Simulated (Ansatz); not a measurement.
**Relaxing a structure of W**

The start is a relaxed W cell, doubled along one cell vector, shaken by Gaussian noise of σ = 0.08 Å a coordinate. The cell and all atomic positions are relaxed at zero pressure with PBEsol (plane waves to 420 eV, PAW, scalar-relativistic; Ansatz, a first-principles code). First-step values are on the input's coarse k-mesh.

Ansatz input (later rounds restart from its end on a renewed k-mesh):
Ansatz 0.2 input:
```yaml
crystal:
  lattice:
    - [5.2485972958, 0, 0]
    - [-2.6242986479, 4.5454185924, 0]
    - [0, 0, 5.13996985]
  atoms:
    - { symbol: W, position: [0.5094114818, 0.0040509757, 0.2562537002] }
    - { symbol: W, position: [0.5061067433, 0.0008652858, 0.7461361303] }
    - { symbol: W, position: [0.4821851004, 0.4763298305, 0.2484904073] }
    - { symbol: W, position: [0.508036276, 0.4915674044, 0.7605443104] }
    - { symbol: W, position: [0.0078879377, 0.5225237443, 0.2616449508] }
    - { symbol: W, position: [-0.0260322653, 0.4762189688, 0.7346205599] }
basis: { ecutwfc: 420, ecutrho_ratio: 4, xc_grid: 2, fft_grid_basis: typed }
kpoints: { mp_grid: { grid: [7, 7, 7] } }
hamiltonian:
  xc: pbesol
  dispersion: none
  pseudopotentials: { azcp: { folder: ./paw }, kind: paw }
scf: { occupations: { method: fermi_dirac, width: 0.05 } }
relax: { f_tol: 0.01, max_steps: 100, cell: { stress_tol: 0.02 } }
output: { forces: true, stress: true }
```

| Property | Value |
|---|---|
| Initial pressure | +2.1 GPa (positive: the cell is compressed) |
| Largest initial force | 2.99 eV/Å, on W6 (atoms numbered as listed) |
| Energy released | 1.89 eV/atom |
| Volume change | -23.2 %, from 20.44 to 15.69 Å³/atom |
| Relative to the parent | It does not go back: it reaches Im-3m (No. 229), bcc (W type), 1.85 eV/atom below the parent |
| Shortest distances (start → end) | The closest pairs of elements (up to four, under 3.6 Å), start → end: W–W 2.44 → 2.73 Å |
| Band gap at the end | zero (metallic) |
| Optimiser moves | 17 |

Final values are on a 21×21×21 k-mesh of the relaxed cell. No spin polarisation in the result.

Of the parent cell (P6/mmm (No. 191)): it is a generated cell of W: the first start was made by placing the elements on the sites of a structure type, and the end was not matched to a known phase here, so it may be hypothetical. Known forms of W include space group No. 229.
